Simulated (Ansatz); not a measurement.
# NaCeS2 (NaFeO2-type structure)

Method: PBEsol, scalar-relativistic; collinear spin; PAW, 420 eV, 10×10×10 k-mesh, Gaussian smearing of 0.05 eV; code Ansatz; PAW files: Ansatz's generated set soft_2.

Space group R-3m:H (No. 166). a = 4.079 Å, b = 4.079 Å, c = 19.710 Å, α = 90.00°, β = 90.00°, γ = 120.00°
```
atom  site  symmetry       x       y       z
  Na    3b       -3m  0.6667  0.3333  0.8333
  Ce    3a       -3m  0.0000  0.0000  0.0000
   S    6c        3m  0.3333  0.6667  0.9223
```

This is a trial structure made by placing the elements on a prototype's sites, so it needn't be the stable form.

Magnetic state: ferromagnetic, site spin moments Ce 0.88 μB.

The pressure at this geometry is 0.0 GPa.

**Question.** Which orbitals carry the states at the Fermi level, and how many states are there?

**Answer.** Within 0.1 eV of it: Ce 4f 92 % (shares among the projected shells). The Fermi level sits on a steep edge: the density of states is 5.9, 5.4 and 8.8 states/eV per cell at −0.1, 0 and +0.1 eV.

Density of states (tetrahedra, averaged over 0.4 eV; states/eV per cell of 4 atoms; energy in eV from the Fermi level; projections on Löwdin-orthogonalised atomic orbitals, summed over sites):

```
    E  total  S 3p  Ce 4f up  Ce 4f down  Ce 5d up  Ce 5d down
-5.25    0.1   0.0       0.0         0.0       0.0         0.0
-4.85    1.8   1.2       0.0         0.0       0.2         0.2
-4.45    3.6   2.4       0.0         0.0       0.3         0.3
-4.05    4.7   3.4       0.0         0.0       0.4         0.4
-3.65    6.3   4.8       0.0         0.0       0.6         0.6
-3.25    4.3   3.4       0.1         0.0       0.3         0.3
-2.85    6.5   5.5       0.2         0.1       0.2         0.2
-2.45    2.8   2.5       0.1         0.1       0.0         0.0
-2.05    0.0   0.0       0.0         0.0       0.0         0.0
-1.65    0.0   0.0       0.0         0.0       0.0         0.0
-1.25    0.0   0.0       0.0         0.0       0.0         0.0
-0.85    0.0   0.0       0.0         0.0       0.0         0.0
-0.45    0.0   0.0       0.0         0.0       0.0         0.0
-0.05    5.2   0.1       4.7         0.0       0.3         0.0
 0.35   12.3   0.3      10.1         0.8       0.4         0.5
 0.75   14.0   0.4       1.5        11.1       0.2         0.6
 1.15    5.4   0.3       0.2         4.1       0.5         0.2
 1.55    2.3   0.2       0.1         0.4       0.7         0.6
 1.95    2.0   0.2       0.1         0.2       0.6         0.6
 2.35    2.1   0.2       0.1         0.1       0.7         0.6
 2.75    2.4   0.2       0.0         0.1       0.7         0.7
 3.15    3.2   0.3       0.0         0.1       1.1         0.9
 3.55    3.3   0.3       0.0         0.0       1.0         1.2
 3.95    3.5   0.4       0.0         0.0       0.8         0.9
```

Formal charges Na⁺, Ce³⁺, S²⁻ leave Ce³⁺ with an open 4f¹ shell. Nothing in this functional splits the part-filled shell enough, so f states lie at the Fermi level.

Hund's first rule gives Ce³⁺ with 1 f electron 1 unpaired spin, a spin moment of 1 μB; the run has 0.88 μB on Ce (atomic spheres) and 1.23 f electrons on orthogonalised orbitals. The moment is close to the ion's, so the f band is nearly fully polarised, though its occupations are fractional. Without spin–orbit coupling the orbital moment, which opposes the spin in such a shell (free ion: L = 3 beside 2S = 1), is missing, so this isn't the moment that neutrons would see.

Semilocal functionals without a Hubbard U often give a metal, as here, for f-electron compounds that are insulators. Spin–orbit coupling, which matters for such heavy elements, is left out. The run wasn't fully tested for a lower electronic state. Site moments are of spin, integrated over atomic spheres. No antiparallel order was tried.

The open shells may stand above their lowest state, and forces and pressures are less sure for it.
